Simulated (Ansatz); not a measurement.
Bi2TeSe2:
```xyz
5
Lattice="4.2257 0.0000 0.0000 -2.1129 3.6596 0.0000 0.0000 0.0000 41.0000" Properties=species:S:1:pos:R:3 pbc="T T F"
Te     0.0000     0.0000    20.5000
Bi     0.0000     2.4397    22.6324
Se     0.0000     2.4397    16.8678
Bi     2.1129     1.2199    18.3676
Se     2.1129     1.2199    24.1322
```
Free-standing layer in the xy plane with vacuum along z and no interaction between images.

Relaxed with r²SCAN+D4. 

Question: HSE06 on this cell (Ansatz, a quantum-chemistry and plane-wave program, PAW) gives a gap of 1.66 eV. What does r²SCAN+D4 give?

Answer: 1.47 eV.

Cost on shared cores: the r²SCAN+D4 run (SCF on a 12×12×1 mesh, then bands and DOS) around 5 core-minutes (rough), the HSE06 run (SCF on 6×6×1, then a few points) very roughly 16 core-minutes; the tasks are unlike.

Space group P-3m1. The layer was cut from a bulk entry of the Materials Project (measured or hypothetical); whether that bulk phase is the ambient one, and whether the layer has been isolated, was not checked. Symmetry was held in the r²SCAN+D4 relaxation; its stability against distortions is not shown here. Scalar-relativistic: spin–orbit coupling is off unless named, which matters more the heavier the elements.

Potentials: the later of the program's two PAW sets.

Ansatz is a plane-wave DFT program.
